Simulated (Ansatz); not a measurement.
VO₂ (rutile)

```xyz
6
Lattice="4.5836 0.0000 0.0000 0.0000 4.5836 0.0000 0.0000 0.0000 2.8386" Properties=species:S:1:pos:R:3 pbc="T T T"
V      0.0000     0.0000     0.0000
V      2.2918     2.2918     1.4193
O      1.3752     1.3752     0.0000
O      3.6670     0.9166     1.4193
O      0.9166     3.6670     1.4193
O      3.2084     3.2084     0.0000
```

Equation-of-state scan: isotropic scaling of the cell above, V₀ being its volume. The atoms relax within the cell's symmetry.

Method: PBE (plane waves to 420 eV, PAW, scalar-relativistic; Ansatz, a quantum-chemistry and plane-wave program). k mesh 10×10×16 (Γ-centred), Fermi-Dirac smearing 0.05 eV. The energy includes the smearing's −TS. Stress and pressure are positive under compression. With the shape held, the modulus is that of even scaling; a crystal free to change shape is softer. Relaxed VO2 ends ferromagnetic. This is a high-temperature form of VO2. VO2 is run spin-polarised and with no Hubbard U. VO2 was relaxed with its symmetry unable to fall. Other magnetic orders were not checked, so this need not be the ground state. ΔE is measured from the relaxed starting cell. The last digit holds for this mesh only.

```tsv
V (Å³/atom)	ΔE (meV/atom)
9.343	28.6
9.463	17.9
9.582	9.8
9.701	4.3
9.820	1.0
9.940	0.0
10.059	1.0
10.178	3.8
10.297	8.4
10.417	withheld
10.536	22.4
```

Task: Fit a third-order Birch-Murnaghan form (E₀, V₀, B₀, B₀′ free) to the given rows and predict ΔE at V = 10.417.

Result: Least squares on the 10 given rows: ΔE = E₀ + (9V₀B₀/16)·y²·[2 + (B₀′ − 4)y], y = (V₀/V)^(2/3) − 1, with V₀ = 9.941 Å³/atom, B₀ = 225.9 GPa (160.2 GPa = 1 eV/Å³; the term in eV is multiplied by 1000), B₀′ = 4.89, E₀ = 0.00 meV/atom; root-mean-square residual 0.03 meV/atom. At 10.417 the fit gives 14.7 meV/atom; the calculation gives 14.7 meV/atom, the same to the digits shown. For the pressure the fit gives -9.4 GPa against the computed -9.4 GPa.

(Under strain, the slope of the energy per volume gives the stress and its curvature an elastic modulus.)
